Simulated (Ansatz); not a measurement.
## Slab of fcc Pt (110), 5 layers

The slab is cut from the fcc crystal, the stable phase, as relaxed on PAW files (14.77 Å³/atom), with 16 Å of vacuum and a dipole correction:

```
CELL_PARAMETERS angstrom
2.75387 0.00000 0.00000
0.00000 3.89456 0.00000
0.00000 0.00000 21.50770
ATOMIC_POSITIONS crystal
Pt 0.00000 0.00000 0.37196
Pt 0.50000 0.50000 0.43598
Pt 0.00000 0.00000 0.50000
Pt 0.50000 0.50000 0.56402
Pt 0.00000 0.00000 0.62804
```

All numbers are LDA results (scalar-relativistic) from Ansatz 0.2.0, with a Γ-centred 12×9×1 k mesh, Fermi–Dirac smearing of 0.08 eV, no spin polarisation. Methods: LAPW: all electrons, basis error target 1 meV/atom; PAW: frozen-core files, cutoff 420 eV.

The bulk energy comes from a cell in the slab's orientation on a 12×9×12 mesh. The surface energy is (E(slab) − N·E(bulk))/2A at zero smearing, the mean of both faces; thin slabs carry quantum-size effects.

Spin–orbit coupling is left out, which matters for the heavy atoms. The PAW files were made under PBE.

Q: As cut, the LAPW slab lies 3.576 eV above 5 atoms of bulk. What surface energy is that?

A: Over two faces of 10.73 Å² it is 166.7 meV/Å², and times 16.02 J/m² per eV/Å² that gives γ = 2.671 J/m².

Q: What do relaxation and the other method give, and what work function comes out?

A: 

```csv
method,γ as cut (J/m²),γ relaxed (J/m²),Φ as cut (eV),Φ relaxed (eV)
LAPW,2.671,2.480,5.67,5.50
PAW,2.671,2.480,5.67,5.49
```

Q: How do the spacings between the planes relax?

A: From the bottom face up: d12 -16.0 % of 1.377 Å, d23 +6.3 % of 1.377 Å, d34 +6.3 % of 1.377 Å, d45 -16.0 % of 1.377 Å.

Q: What changes if the vacuum is set to 9 Å?

A: LAPW then gives: no gap, work function 5.50 eV; PAW: no gap, work function 5.49 eV. The program warns that the vacuum is too thin.

Q: A 4f core hole is made on one atom of each kind in every 1×1 cell (PAW hole dataset, neutral cell, valence without spin). What does it cost by layer?

A: layer 1 71.57 eV, layer 2 72.05 eV, layer 3 72.21 eV. Shifts between layers mean more than the absolute values, and a whole layer of holes screens otherwise than one hole.
